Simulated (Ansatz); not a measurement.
²⁰⁹Bi nuclear quadrupole resonance in Bi2Se3 under strain

Cell: an entry of the Crystallography Open Database (COD), relaxed with PBE at fixed cell and then changed (z compressed by 2 %, ions relaxed).

```xyz
5
Lattice="1.9650 1.1345 8.9598 -1.9650 1.1345 8.9598 0.0000 -2.2689 8.9598" Properties=species:S:1:pos:R:3 pbc="T T T"
Bi    0.0000    0.0000   16.0478
Bi    0.0000    0.0000   10.8316
Se    0.0000    0.0000   21.4053
Se    0.0000    0.0000    5.4741
Se    0.0000    0.0000    0.0000
```

Atoms are numbered from 1 in the order listed; like atoms form one site, named after its first atom.

All values are calculated (Ansatz; DFT, PBE, plane waves and PAW, scalar-relativistic, 420 eV cutoff, Γ-centred 14×14×14 k-points, Fermi–Dirac smearing 0.05 eV), not measured.

²⁰⁹Bi: I = 9/2, Q = -516.0 mb (year-2017 value). Static lattice, zero field.

**Question.** Predict the zero-field ²⁰⁹Bi lines of each site.

**Answer.** For I = 9/2 and η = 0 the lines are |C_Q|/24 times 1, 2, 3 and 4; η shifts the lowest up most.

| site | atoms | V_zz (10²¹ V/m²) | C_Q (MHz) | η | line frequencies (MHz) |
| --- | --- | --- | --- | --- | --- |
| Bi | 1, 2 | 2.14 | -26.8 | 0.00 | 1.11, 2.23, 3.34, 4.46 |

An axis of threefold or higher order runs through Bi, so V_zz lies along it and η is zero.

With no gap above 0.1 eV, as in a metal, the gradients converge slowly in k; expect changes of a tenth or more on a denser mesh. Spin–orbit coupling is left out, which shifts gradients on Bi by a few per cent in wide-gap crystals, and can shift them far more where the calculated gap is small or absent, as here. Newer work puts Q(²⁰⁹Bi) near −420 mb, which would lower these couplings by about a fifth. Semilocal functionals make gaps too small and can close them, so the real compound need not be a metal. At this changed cell the PBE pressure is 14 GPa.
